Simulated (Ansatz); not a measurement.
## Cr (P63/mmc): the held moment from field and pressure

```yaml
crystal:
  lattice:
    - [2.71400, 0.00000, 0.00000]
    - [-1.35700, 2.35039, 0.00000]
    - [0.00000, 0.00000, 4.41000]
  atoms:
    - { symbol: Cr, position: [0.33333, 0.66667, 0.25000] }
    - { symbol: Cr, position: [0.66667, 0.33333, 0.75000] }
```

The geometry is a structure as deposited in COD, held fixed and not relaxed.

Settings: LDA, 12×12×7 k mesh, Fermi–Dirac smearing of 0.03 eV. PAW means Ansatz 0.2.0 on its default frozen-core files. Site moments are integrated in spheres about the atoms. Start moments (μB): Cr1 3, Cr2 3.

The free run ends with 1.12 μB per cell. Further runs hold the cell's moment M by two Fermi levels; B is half their difference over μB, positive where the field raises M. Some of them:

| M (μB/cell) | B (T) | ΔF over the free run (meV/cell) | pressure (GPa) |
| --- | --- | --- | --- |
| 0.28 | -109 | 8.1 | -39.1 |
| 0.95 | -160 | 0.8 | -38.6 |
| 1.23 | 97 | 0.3 | -38.1 |

Problem. Another run of the series gave B (T) = -196, ΔF over the free run (meV/cell) = 5.6, pressure (GPa) = -39.0. Which moment was held?
A. 0.78
B. 1.34
C. 1.51
D. 0.56

Solution. D. M (μB/cell) = 0.56.

Problem. Another run of the series gave B (T) = 157, ΔF over the free run (meV/cell) = 1.2, pressure (GPa) = -37.9. Which moment was held?
A. 1.51
B. 0.78
C. 0.56
D. 1.34

Solution. D. M (μB/cell) = 1.34.

The whole series:

| M (μB/cell) | B (T) | ΔF over the free run (meV/cell) | pressure (GPa) |
| --- | --- | --- | --- |
| 0.28 | -109 | 8.1 | -39.1 |
| 0.56 | -196 | 5.6 | -39.0 |
| 0.78 | -228 | 2.8 | -38.8 |
| 0.95 | -160 | 0.8 | -38.6 |
| 1.23 | 97 | 0.3 | -38.1 |
| 1.34 | 157 | 1.2 | -37.9 |
| 1.51 | 208 | 3.0 | -37.6 |

The PAW files were made with PBE; the program remakes their cores once for the run's functional and then keeps them frozen. This cell lies far from its zero-pressure volume, so the numbers describe the cell as given rather than the relaxed compound. The Ansatz runs typed with the search for lower states off end where their start leads. The magnetic state is the one that this cell and start allow. It needn't be the compound's measured order, which may need a larger cell or be absent.
